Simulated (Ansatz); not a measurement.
Crystals of one structure type (zinc blende) and one family of elements, relaxed and computed with r²SCAN (plane waves, PAW; program Ansatz).

```tsv
crystal	V (Å³/atom)	K_Hill (GPa)
BN	5.87	391
AlN	10.43	210
GaN	11.38	196
BP	11.67	169
GaP	20.25	?
InP	25.77	68.4
InAs	28.48	57.8
```

Q: Fit a straight line to ln K against ln V and predict the withheld value.

A: Least squares on the 6 shown rows: ln K = -1.21 × ln V + (8.147), with a scatter of 4 %. For GaP this gives 90.7. The run itself gave 87.8, within the scatter.

All cells were relaxed under the symmetry of their starts (and spin orders); stability against distortions was not tested throughout. Spin–orbit coupling is left out wherever it is not named.

Potentials: the earlier of the program's two PAW sets.
